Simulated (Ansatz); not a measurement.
Input:

ZnCu$_{2}$SnS$_{4}$:
Space group I-4 (No. 82); a = b = 5.317 Å, c = 10.643 Å, α = β = γ = 90.00°

```
atom  site  symmetry       x       y       z
----  ----  --------  ------  ------  ------
Cu      2a      -4..  0.0000  0.0000  0.0000
Cu      2c      -4..  0.0000  0.5000  0.2500
Zn      2d      -4..  0.5000  0.0000  0.2500
Sn      2b      -4..  0.0000  0.0000  0.5000
S       8g         1  0.2605  0.2697  0.3697
```
(The calculation used a cell of 8 atoms; values per cell refer to that cell.)

This is the LDA-relaxed structure.

**Question.** All from LDA (plane waves, PAW; program Ansatz), unless another level is named. Predict the formation energy from the elements (no fitted shifts).

**Answer.** -0.51 eV/atom.

**Question.** Give the hole effective mass.

**Answer.** 0.034, 0.68, 0.68 mₑ (principal values).

**Question.** And the band gap?

**Answer.** 0.14 eV (direct).

**Question.** Predict the valence-band maximum.

**Answer.** at Γ.

The LDA relaxation kept the symmetry of its start. No spin polarisation was allowed. The references are the lowest solids computed at this level, not always the standard phases. Spin–orbit coupling is left out wherever it is not named.

Potentials: the later of the program's two PAW sets.
